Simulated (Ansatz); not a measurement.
**Mg₂CdS₃: rattling a relaxed structure**

It was reached by relaxing an invented guess, and it needn't be the stable form of this composition.

Computed with DFT PBE, scalar-relativistic, plane waves, PAW in Ansatz 0.2.0. Plane waves to 420 eV, a k mesh through Γ of 12×12×4 on the computed 6-atom cell and Gaussian smearing (0.02 eV); no spin polarisation.

The cell below (6 atoms, space group P-3m1 (No. 164)) is relaxed within its symmetry.

```
Mg Cd S
1.0
     3.76405    0.00000    0.00000
    -1.88202    3.25976    0.00000
     0.00000    0.00000    9.23287
Mg Cd S
2 1 3
Direct
  0.33333 0.66667 0.66207
  0.66667 0.33333 0.33793
  0.00000 0.00000 0.00000
  0.00000 0.00000 0.50000
  0.33333 0.66667 0.17790
  0.66667 0.33333 0.82210
```

For the test a repeat of it with 12 atoms (edges 3.76, 6.52, 9.23 Å) was strained at random (σ = 1.5 % a component), the atoms were moved at random (σ = 0.05 Å), and all was relaxed again on a coarse 4×2×2 mesh (in the run’s order of axes) with 0.10 eV smearing, with no symmetry imposed.

Problem. Does it come back?

Solution. It returns, within 1 meV/atom of the unmoved cell on that mesh and with the same symmetry when read at 0.1 Å (C2/m at 0.01 Å, so small strains and shifts remain). No instability shows in this cell; modes of other wave vectors, which need another repeat, aren't tested.
